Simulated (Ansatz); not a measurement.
Consider the following.

Relaxed Li (bcc, W type):

```yaml
crystal:
  lattice:
    - [-3.47745, 3.47745, 3.47745]
    - [0.00000, 0.00000, 3.47745]
    - [0.00000, 3.47745, 0.00000]
  atoms:
    - { symbol: Li, position: [0.00000, 0.00000, 0.00000] }
    - { symbol: Li, position: [0.50000, 0.00000, 0.00000] }
```

The atoms are displaced by Q × the pattern below (from a DFPT mode at H = (0.5, 0.5, 0.5), largest move 1; Q in Å), at fixed cell. It is one choice among 3 degenerate patterns. (q is in reciprocal vectors of the primitive cell; the cell shown is doubled to hold the pattern.)

| atom | x | y | z |
|---|---|---|---|
| Li1 | 0.000 | 0.000 | -1.000 |
| Li2 | 0.000 | 0.000 | 1.000 |

Computed with r2SCAN (plane waves to 500 eV, PAW, scalar-relativistic; Ansatz, an electronic-structure program). k mesh 19×19×19 (Γ-centred), Fermi-Dirac smearing 0.05 eV. E stands for the smeared free energy. With partly filled bands, energies and forces of such displacements shift with the k mesh and the smearing. Li was relaxed with its symmetry unable to fall. ΔE is measured from the undisplaced structure.

The scan covers Q from -0.100 to 0.100 Å in 13 points.

Problem. Which space group does the distorted structure have?

Solution. P4/nmm (No. 129), lowered from Im-3m.

Problem. Is this a single well or a double well?

Solution. A single well with its minimum at or next to zero displacement.

Problem. What is the energy change at Q = 0.100 Å?

Solution. 27.9 meV/cell.

Problem. What harmonic wavenumber does the curvature at Q = 0 give?

Solution. 332 cm⁻¹.

(A displaced cell: forces are minus the slopes of the energy, force constants its curvatures, and phonons follow from these.)
